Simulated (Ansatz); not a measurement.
Profile along the Ti–O line in TiO2 (rutile)

TiO₂ (rutile)

Space group P4₂/mnm (No. 136); a = 4.5973 Å, b = 4.5973 Å, c = 2.9543 Å, α = 90.00°, β = 90.00°, γ = 90.00°

```tsv
atom	site	symmetry	x	y	z
Ti	2a	m.mm	0.0000	0.0000	0.0000
O	4f	m.2m	0.3046	0.3046	0.0000
```

Fields along a shortest Ti–O line of a (-1 1 0) plane (1.95 Å), from Ti to O, interpolated on the slice's grid (step about 0.2 Å). Computed with r2SCAN (plane waves to 500 eV, PAW, scalar-relativistic; Ansatz, a program for electronic structure). k mesh 7×7×11. These are valence fields of a PAW run, semicore shells included where kept as valence: close to a nucleus they are smooth pseudo fields. The PAW data are Ansatz's earlier set. TiO2 is run without spin polarisation. TiO2 was relaxed with its symmetry unable to fall.

```
distance from Ti (Å)  valence electron density (e/Å³)  electron localisation function  density of the highest valence band (e/Å³)  density of the lowest conduction band (e/Å³)
--------------------  -------------------------------  ------------------------------  ------------------------------------------  --------------------------------------------
0.00                                            11.56                               x                                       0.001                                         0.006
0.10                                            11.56                               x                                       0.001                                         0.006
0.20                                            10.82                               x                                       0.002                                         0.006
0.29                                             9.42                               x                                       0.003                                         0.006
0.39                                             7.60                               x                                       0.003                                         0.009
0.49                                             5.59                            0.77                                       0.003                                         0.011
0.59                                             3.69                            0.73                                       0.003                                         0.011
0.68                                             2.22                            0.59                                       0.003                                         0.009
0.78                                             1.31                            0.39                                       0.004                                         0.005
0.88                                             0.88                            0.23                                       0.005                                         0.005
0.97                                             0.75                            0.22                                       0.008                                         0.004
1.07                                             0.82                            0.37                                       0.013                                         0.005
1.17                                             1.06                            0.61                                       0.020                                         0.006
1.27                                             1.50                            0.78                                       0.029                                         0.008
1.36                                             2.22                            0.82                                       0.040                                         0.010
1.46                                             3.27                            0.78                                       0.048                                         0.012
1.56                                             4.64                               x                                       0.049                                         0.012
1.66                                             6.13                               x                                       0.042                                         0.011
1.75                                             7.46                               x                                       0.027                                         0.007
1.85                                             8.26                               x                                       0.011                                         0.004
1.95                                             8.26                               x                                       0.008                                         0.004
```

x: too close to a nucleus for the ELF to mean much. Band densities are of whole bands, smooth part only.

Density on the Ti–O line (1.95 Å) at its midpoint: 0.75 e/Å³. ELF at that point: 0.2. Element round which the density of the highest valence band (whole band, smooth part) is largest on this plane: O.
